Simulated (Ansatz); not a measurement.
A relaxed structure of SnO₂ is spoiled in several ways and relaxed again each time (noise and exchanges are one random draw each; squeezed and stretched starts keep its symmetry, which their runs cannot lower; pressure is positive under compression). The numbers are results of r2SCAN (plane waves to 500 eV, PAW, scalar-relativistic; Ansatz, an electronic-structure program), not measurements.

```cif
data_O4Sn2
_chemical_formula_sum 'Sn2 O4'
_space_group_name_H-M_alt 'P42/mnm'
_space_group_IT_number 136
_space_group_name_Hall '-P 4n 2n'
_cell_length_a 4.75851
_cell_length_b 4.75851
_cell_length_c 3.20013
_cell_angle_alpha 90.000
_cell_angle_beta 90.000
_cell_angle_gamma 90.000
loop_
_atom_site_label
_atom_site_type_symbol
_atom_site_symmetry_multiplicity
_atom_site_Wyckoff_symbol
_atom_site_fract_x
_atom_site_fract_y
_atom_site_fract_z
_atom_site_occupancy
Sn1 Sn 2 a 0.00000 0.00000 0.00000 1
O1 O 4 f 0.30590 0.30590 0.00000 1
```

Task: One start gave a first pressure of -8.0 GPa, a largest first force of 0.78 eV/Å and released 0.23 eV/atom. Which change was it?
A. with one O and one Sn atom exchanged in a cell of 6 atoms
B. deformed by the Cartesian strain tensor (xx, yy, zz, yz, xz, xy) = (0.008, 0.057, 0.028, -0.035, -0.101, 0.037)
C. stretched uniformly to 130 % of its volume
D. doubled along one cell vector, shaken by Gaussian noise of σ = 0.08 Å a coordinate

Result: B, deformed by the Cartesian strain tensor (xx, yy, zz, yz, xz, xy) = (0.008, 0.057, 0.028, -0.035, -0.101, 0.037). All starts:

| change | first pressure (GPa) | largest first force (eV/Å) | released (eV/atom) | moves | outcome | final group | E − E(parent) (eV/atom) |
|---|---|---|---|---|---|---|---|
| deformed by the Cartesian strain tensor (xx, yy, zz, yz, xz, xy) = (0.008, 0.057, 0.028, -0.035, -0.101, 0.037) | -8.0 | 0.78 | 0.23 | 6 | returns to the parent | P4₂/mnm | 0.000 |
| stretched uniformly to 130 % of its volume | -29.7 | 0.62 | 0.44 | 7 | returns to the parent | P4₂/mnm | 0.000 |
| with one O and one Sn atom exchanged in a cell of 6 atoms | – | – | 1.1 | 23 | trapped higher | Amm2 | +1.45 |
| doubled along one cell vector, shaken by Gaussian noise of σ = 0.08 Å a coordinate | 4.6 | 4.29 | 0.14 | 5 | returns to the parent | P4₂/mnm | 0.000 |

First-step values come from each run's starting, coarser k-mesh (5×5×7, 3×5×7). The runs use different k-meshes, so differences are rounded accordingly. No spin polarisation in the result. A trial with spin found a lower state than this one, so it is not the electronic ground state.
